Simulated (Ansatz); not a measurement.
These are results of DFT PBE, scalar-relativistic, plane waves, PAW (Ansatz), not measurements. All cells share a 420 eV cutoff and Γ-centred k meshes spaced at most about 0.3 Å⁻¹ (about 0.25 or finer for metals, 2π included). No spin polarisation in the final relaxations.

All energies are static (0 K, no zero-point motion).

Two relaxed structures of Sr2Ge2As:

A.

```
CELL_PARAMETERS angstrom
4.28149 0.00000 0.00000
-2.14075 3.70788 0.00000
0.00000 0.00000 9.44095
ATOMIC_POSITIONS crystal
Sr 0.33333 0.66667 0.18824
Sr 0.66667 0.33333 0.81176
Ge 0.33333 0.66667 0.55143
Ge 0.66667 0.33333 0.44857
As 0.00000 0.00000 0.00000
```

B.

```
CELL_PARAMETERS angstrom
5.05557 0.00000 0.00000
-2.52779 4.37825 0.00000
0.00000 0.00000 7.82478
ATOMIC_POSITIONS crystal
Sr 0.33333 0.66667 0.70453
Sr 0.66667 0.33333 0.29547
Ge 0.00000 0.00000 0.14771
Ge 0.00000 0.00000 0.85229
As 0.00000 0.00000 0.50000
```

Question: Which is lower in energy, and by how much?

Answer: A is lower, by 0.30 eV/atom. A has space group P-3m1 (No. 164), 30.0 Å³/atom and no gap on its mesh; B has space group P-3m1 (No. 164), 34.6 Å³/atom and no gap. Counting Ge or Sr atoms around As (for each partner element, those within 1.25 times its shortest distance or 1.15 times the sum of covalent radii, where it is the nearest in units of that sum or under 1.3), A has As 6 and B has As 8. B holds Ge–Ge pairs (shortest 2.31 Å); in A the shortest Ge–Ge distance is 2.66 Å, near bonding range too. The denser one is the lower, and pressure would at first widen the difference. Both come from invented guesses.

A magnetic state wasn't ruled out in cells without spin, among them P-3m1 at 30.0 Å³/atom, P-3m1 at 34.6 Å³/atom. Cells relaxed within their symmetry can be saddle points.
